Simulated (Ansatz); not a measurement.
Sb (hcp (Mg type), P6_3/mmc) at seven volumes, the program Ansatz at the PBEsol level (PAW), shape and atoms relaxed at each. One row is withheld.

```
V (Å³/atom)  P (GPa)
-----------  -------
23.763          8.08
24.546             ?
25.330          2.24
26.113          0.00
26.896         -1.84
27.680         -3.34
28.463         -4.68
```

**Question.** Fit the shown pressures and predict the withheld one.

**Answer.** P = (3/2)B₀(x^(7/2) − x^(5/2))[1 + (3/4)(B′ − 4)(x − 1)] with x = (V₀/V)^(2/3). Least squares on the six rows gives V₀ = 26.120 Å³/atom, B₀ = 67.3 GPa, B′ = 5.03. At V = 24.546, x = 1.0423 and P = 4.89 GPa. The run itself gave 4.93 GPa.

The workflow started from an entry of the Crystallography Open Database (COD), which files this formula under 5 space groups. It is not the phase usual at ambient conditions (space group No. 166). Symmetry was held in the PBEsol relaxation; whether a distortion lowers the energy is not shown. Spin–orbit coupling is left out wherever it is not named.

Potentials: the later of the program's two PAW sets.
